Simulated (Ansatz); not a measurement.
Co2Si in space group Pnma (No. 62; Si on 4c, Co on 4c, Co on 4c) at seven volumes, plane-wave PAW r²SCAN (Ansatz code), shape and atoms relaxed at each. One row is withheld.

```
V (Å³/atom)  P (GPa)
-----------  -------
9.497          27.15
9.810          16.67
10.123          7.60
10.436          0.00
10.749         -6.36
11.062             ?
11.375        -15.83
```

Task: Fit the shown pressures and predict the withheld one.

Result: Third-order Birch–Murnaghan: P = (3/2)B₀(x^(7/2) − x^(5/2))[1 + (3/4)(B′ − 4)(x − 1)] with x = (V₀/V)^(2/3). Least squares on the six rows gives V₀ = 10.438 Å³/atom, B₀ = 228.4 GPa, B′ = 4.92. At V = 11.062, x = 0.9620 and P = -11.50 GPa. The run itself gave -11.64 GPa.

The r²SCAN relaxation kept the symmetry of its start. The final state is ferromagnetic, chosen from 4 collinear starts compared on coarse meshes (ties went to the first, and starts can fall back to one state), not a proven ground state. Other orbital occupations within this spin state were not tried.

Potentials: the later of the program's two PAW sets.
